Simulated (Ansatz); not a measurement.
Relaxed-ion elastic tensor of Sb (A7 (α-As type), R-3m) in GPa (Voigt order), plane-wave PAW PBEsol (Ansatz code); density 6.78 g/cm³, 29.83 Å³ per atom.

|  | 1 | 2 | 3 | 4 | 5 | 6 |
|---|---|---|---|---|---|---|
| 1 | 93.6 | 27.6 | 27.7 | -21.6 | 0.0 | 0.0 |
| 2 | 27.6 | 93.6 | 27.7 | 21.6 | 0.0 | 0.0 |
| 3 | 27.7 | 27.7 | 49.6 | 0.0 | 0.0 | 0.0 |
| 4 | -21.6 | 21.6 | 0.0 | 37.9 | 0.0 | 0.0 |
| 5 | 0.0 | 0.0 | 0.0 | 0.0 | 37.9 | -21.6 |
| 6 | 0.0 | 0.0 | 0.0 | 0.0 | -21.6 | 33.0 |

Problem. Is the crystal mechanically stable?

Solution. Yes: the smallest eigenvalue of C is 13.7 GPa.

Problem. Work out the Voigt, Reuss and Hill averages.

Solution. K_V = 44.7, K_R = 40.8, K_H = 42.8; G_V = 32.0, G_R = 20.7, G_H = 26.4 GPa.

Problem. Give Young's modulus, Poisson's ratio, Pugh's ratio and the universal anisotropy index.

Solution. E = 9KG/(3K + G) = 65.6 GPa; ν = 0.24; K/G = 1.62 (brittle by the Pugh limit of 1.75); A_U = 5G_V/G_R + K_V/K_R − 6 = 2.81.

Problem. Estimate the sound speeds and the Debye temperature.

Solution. v_l = √((K + 4G/3)/ρ) = 3390 m/s, v_t = √(G/ρ) = 1970 m/s, mean 2190 m/s; Θ = (h/k)(3n/4πV)^(1/3) v_m = 210 K.

Problem. How much does each axis shrink under pressure?

Solution. Linear compressibilities β_i = Σ_j S_ij (j = 1 to 3): x 4.9, y 4.9, z 15 per TPa.

The PBEsol relaxation kept the symmetry of its start. As this level gives no gap, shear constants depend on the k-mesh and smearing (Fermi–Dirac, 0.1 eV here). Spin–orbit coupling is left out wherever it is not named.

Potentials: the later of the program's two PAW sets.
